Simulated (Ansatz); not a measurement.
A geometry of CsSnI3 away from equilibrium: step 3 of the relaxation of a generated cell, CsSnI3 built in the AFLOW prototype AB3C_hR10_148_c_f_c (as in TiFeO3). The numbers are results of r2SCAN (plane waves to 500 eV, PAW, scalar-relativistic; Ansatz, a program for electronic structure), not measurements. Γ-centred k-mesh 4×4×4 on the run's cell (coarser than for final values), Fermi–Dirac smearing 0.05 eV. The plane waves were selected for a different cell earlier on the path.

```xyz
10
Lattice="4.2522 2.4550 7.8508 -4.2522 2.4550 7.8508 0.0000 -4.9100 7.8508" Properties=species:S:1:pos:R:3 pbc="T T T"
Sn     0.0000     0.0000     8.2830
Sn     0.0000     0.0000    15.2695
I     -1.2111    -2.6209    13.9117
I      2.8753     0.2616    13.9117
I     -1.6642     2.3593    13.9117
I      1.2111     2.6209     9.6408
I     -2.8753    -0.2616     9.6408
I      1.6642    -2.3593     9.6408
Cs     0.0000     0.0000     3.5132
Cs     0.0000     0.0000    20.0393
```

Problem. What forces act on the atoms (eV/Å)?

Solution. 
```
atom     Fx     Fy     Fz
----  -----  -----  -----
Sn1    0.00   0.00  -0.28
Sn2    0.00   0.00   0.28
I3     0.44   0.23   0.52
I4    -0.42   0.27   0.52
I5    -0.02  -0.50   0.52
I6    -0.44  -0.23  -0.52
I7     0.42  -0.27  -0.52
I8     0.02   0.50  -0.52
Cs9    0.00   0.00   0.05
Cs10   0.00   0.00  -0.05
```

The path ends in R-3 (No. 148). No spin polarisation in the result.

The run could not lose the symmetry of its start: the end is stationary, and may be a saddle point rather than a minimum.

The end of the path is a generated cell of CsSnI3: the first start was made by placing the elements on the sites of a structure type, and the end was not matched to a known phase here, so it may be hypothetical. Known forms of CsSnI3 include space group No. 62, 221.
